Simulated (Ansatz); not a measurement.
LaN:
```xyz
8
Lattice="10.6289 0.0000 0.0000 0.0000 3.7599 0.0000 0.0000 0.0000 3.7573" Properties=species:S:1:pos:R:3 pbc="T T T"
La     1.3163     0.9400     0.9792
La     3.9981     2.8199     2.8578
La     9.3126     2.8199     2.7781
La     6.6308     0.9400     0.8995
N      9.3495     0.9400     1.0323
N      6.5938     2.8199     2.9109
N      1.2794     2.8199     2.7249
N      4.0351     0.9400     0.8463
```

Relaxed with PBE. Special points in fractions of this cell's reciprocal vectors: Γ (0.000, 0.000, 0.000); X (0.500, 0.000, 0.000); S (0.500, 0.500, 0.000); Y (0.000, 0.500, 0.000); Z (0.000, 0.000, 0.500); U (0.500, 0.000, 0.500); R (0.500, 0.500, 0.500); T (0.000, 0.500, 0.500).

Task: List the band energies nearest the valence-band maximum at these points for PBE (plane waves, PAW; program Ansatz).

Result: In eV from the valence-band maximum; about four levels below and three above (degenerate sets whole), none deeper than 8.9 eV; points with the same levels are listed once.

| k | below | above |
|---|---|---|
| Γ | -0.45 -0.39 -0.19 0.00 | 0.38 1.07 1.16 |
| X | -0.48 -0.48 -0.30 -0.30 | 0.57 0.57 1.99 1.99 |
| S | -1.46 -1.46 -1.46 -1.46 | 2.96 2.96 2.96 2.96 |
| Y | -1.77 -1.77 -0.73 -0.73 | 2.65 2.65 3.26 3.26 |
| Z | -1.82 -1.82 -0.71 -0.71 | 2.62 2.62 3.27 3.27 |
| U | -1.48 -1.48 -1.43 -1.43 | 2.84 2.84 3.08 3.08 |
| R | -0.12 -0.12 -0.12 -0.12 | 1.08 1.08 1.08 1.08 |
| T | -0.15 -0.15 -0.15 -0.15 -0.15 -0.15 | 0.22 0.22 2.47 2.47 |

Space group Pnma. The start of the workflow was typed in or built on a structure type; neither database checked (COD, Materials Project) lists it. COD files the formula under space group No. 225, so this cell is another polymorph or a model. Whether it is the stable phase at ambient conditions was not checked. Symmetry was held in the PBE relaxation; its stability against distortions is not shown here. Scalar-relativistic: spin–orbit coupling is off unless named, which matters more the heavier the elements.

Potentials: the later of the program's two PAW sets.
